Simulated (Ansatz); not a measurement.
Ga5As2N3: computed properties

These are results of DFT PBE, scalar-relativistic, plane waves, PAW (Ansatz 0.2.0), not measurements.

Settings: cutoff 420 eV, Γ-centred mesh 14×14×14 on the computed 10-atom cell, Gaussian smearing of 0.10 eV; no spin polarisation.

The structure is relaxed at this level of theory with its symmetry kept, and needn't be the ground state of this composition.

```
Ga As N
1.0
    -1.78078    1.78078   12.51425
     1.78078   -1.78078   12.51425
     1.78078    1.78078  -12.51425
Ga As N
5 2 3
Direct
  0.91859 0.91859 0.00000
  0.50000 0.50000 0.00000
  0.08141 0.08141 0.00000
  0.70821 0.70821 0.00000
  0.29179 0.29179 0.00000
  0.14480 0.64480 0.50000
  0.35520 0.85520 0.50000
  0.53961 0.03961 0.50000
  0.75000 0.25000 0.50000
  0.96039 0.46039 0.50000
```

```json
{
 "Space group": "I-4m2 (No. 119)",
 "Volume per atom": "15.87 Å³",
 "Formation energy from the elements' standard states (uncorrected)": "-0.110 eV/atom",
 "Kohn–Sham band gap": "none (metal)",
 "Density of states at the Fermi level": "0.6 states/eV per cell",
 "Orbital (Löwdin) character within 0.5 eV of the Fermi level": "As 4p 59 %, Ga 4p 22 %, N 2p 9 %",
 "Bader charge by site (e)": "Ga (2 in the cell) 1.10, Ga (1 in the cell) 1.49, Ga (2 in the cell) 1.09, As (2 in the cell) -0.76, N (2 in the cell) -1.46, N (1 in the cell) -1.42"
}
```

The cell was found from a structure generator's guess, not taken from experiment. Löwdin shares on free-atom orbitals overweight diffuse shells.
